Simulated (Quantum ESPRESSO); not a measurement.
**Kohn-Sham bands of SiO2 (P6₂22)**

```
SiO2
1.0
    5.06109     0.00000     0.00000
   -2.53055     4.38303     0.00000
    0.00000     0.00000     5.54050
Si O
3 6
Direct
  0.00000   0.50000   0.66667
  0.50000   0.00000   0.00000
  0.50000   0.50000   0.33333
  0.79137   0.58274   0.50000
  0.20863   0.79137   0.83333
  0.41726   0.20863   0.16667
  0.20863   0.41726   0.50000
  0.79137   0.20863   0.83333
  0.58274   0.79137   0.16667
```

Cell from Materials Project (mp-6922), symmetrised, no further relaxation. COD (Crystallography Open Database) has the formula in 34 space groups, this one among them (matched by group alone). Computed values, not measurements, from PBEsol: Quantum ESPRESSO (norm-conserving PseudoDojo potentials, cutoff 68 Ry, no spin polarisation, no spin-orbit coupling) on a Γ-centred 6×6×4 mesh, then Wannier90. Density: 12×12×6 mesh, cold smearing 0.01 Ry.

Energies are relative to the valence-band maximum; weights are on the orthonormalised atomic waves of the pseudopotential files, averaged over the group. 48 electrons a cell are treated as valence.

**Question.** Into which isolated groups do the bands fall, where do they lie and what are they made of?

**Answer.** 
```csv
bands,from (eV),to (eV),filling,weight on atomic waves
1–6,-19.31,-17.16,filled,"O 2s 74 %, Si 3p 16 %, Si 3s 8 %"
7–12,-9.79,-4.69,filled,"O 2p 76 %, Si 3p 14 %, Si 3s 7 %"
13–24,-3.30,0.00,filled,"O 2p 92 %, Si 3p 4 %"
```

The Kohn-Sham gap over both meshes and the path is 5.66 eV.
